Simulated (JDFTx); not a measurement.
System: stibine, SbH3 (SMILES [SbH3]), charge 0, multiplicity 1; geometry: optimised with GFN2-xTB in vacuum (no frequencies checked; largest PBE force component 0.8 eV/Å). Coordinates in Å:
```xyz
4

Sb     0.102    -0.251    -0.496
H     -1.169    -0.738     0.496
H      1.169    -1.097     0.495
H      0.312     1.097     0.492
```

Computed with a modified build of JDFTx: PBE, GBRV ultrasoft potentials, plane waves to 20/100 Ha. Liquid: CANDLE, water, 1 M KF. The liquid run sits in a periodic box with 3.75 Å from the outermost atoms to the faces; the vacuum run is isolated. The box matters at about 0.01 eV. The solvation energy is E(in liquid) − E(vacuum) at fixed geometry, with no thermal, conformational or standard-state terms added.

The values are those of the intact species: the continuum can't coordinate to it or react with it.

* **solvation energy**: 0.6 kcal/mol
* **part: cavitation term of the fluid**: 9.0 kcal/mol
* **part: dispersion term of the fluid**: -7.1 kcal/mol
* **part: electrostatic term of the fluid**: -1.6 kcal/mol
* **part: distortion of the solute's electrons**: 0.3 kcal/mol
* **dipole moment in vacuum**: 0.35 D
* **dipole moment in the liquid**: 0.66 D
* **highest occupied level in vacuum (zero: vacuum level)**: -6.60 eV
* **highest occupied level in the liquid (zero: bulk electrolyte)**: -6.26 eV
* **volume of the model's cavity**: 178.3 Å³
* **rough cost, vacuum and liquid run**: 80 s and 90 s of core time
